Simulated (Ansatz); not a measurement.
NbP:
```xyz
4
Lattice="-1.6518 1.6518 5.6147 1.6518 -1.6518 5.6147 1.6518 1.6518 -5.6147" Properties=species:S:1:pos:R:3 pbc="T T T"
Nb     0.0000     0.0000     0.0024
Nb     0.0000     1.6518     2.8097
P      0.0000     0.0000     6.5402
P      1.6518     0.0000     3.7329
```

Relaxed with LDA. Special points in fractions of this cell's reciprocal vectors: Γ (0.000, 0.000, 0.000); X (0.000, 0.000, 0.500); P (0.250, 0.250, 0.250); N (0.000, 0.500, 0.000); M (0.500, 0.500, -0.500); S (0.272, 0.728, -0.272); S0 (-0.272, 0.272, 0.272); R (-0.043, 0.043, 0.500); G (0.500, 0.500, -0.043).

Q: List the band energies nearest the Fermi level at these points for DFT-LDA in the program Ansatz with PAW potentials.

A: In eV from the Fermi level; about four levels below and three above (degenerate sets whole), none deeper than 8.9 eV; points with the same levels are listed once.

```json
[
 {"k": "Γ", "below": "-2.25 -1.78 -1.36 -1.36", "above": "0.83 1.69 2.84"},
 {"k": "X", "below": "-2.84 -2.84 -0.42 -0.42", "above": "3.15 3.15 3.28 3.28"},
 {"k": "P", "below": "-2.90 -2.90 -0.39 -0.39", "above": "3.16 3.16 3.26 3.26"},
 {"k": "N", "below": "-2.41 -1.85 -1.59 -0.05", "above": "0.05 1.38 2.63"},
 {"k": "M", "below": "-2.80 -2.80 -0.45 -0.45", "above": "1.23 1.23 2.48 2.48"},
 {"k": "S", "below": "-2.38 -2.25 -1.48 -0.20", "above": "0.21 1.75 2.54"},
 {"k": "R", "below": "-2.82 -2.82 -0.47 -0.47", "above": "2.93 2.93 3.34 3.34"}
]
```

Space group I4_1md. The LDA relaxation kept the symmetry of its start. No spin polarisation was allowed. A small band overlap can be real or an error of a semilocal functional. The Fermi level of a semimetal is unsure by some 0.05 eV on such meshes. Scalar-relativistic: spin–orbit coupling is off unless named, which matters more the heavier the elements.

Potentials: the earlier of the program's two PAW sets. The files were generated under PBE; for other functionals the program regenerates the frozen cores, and for LDA and PBEsol the local potential too.
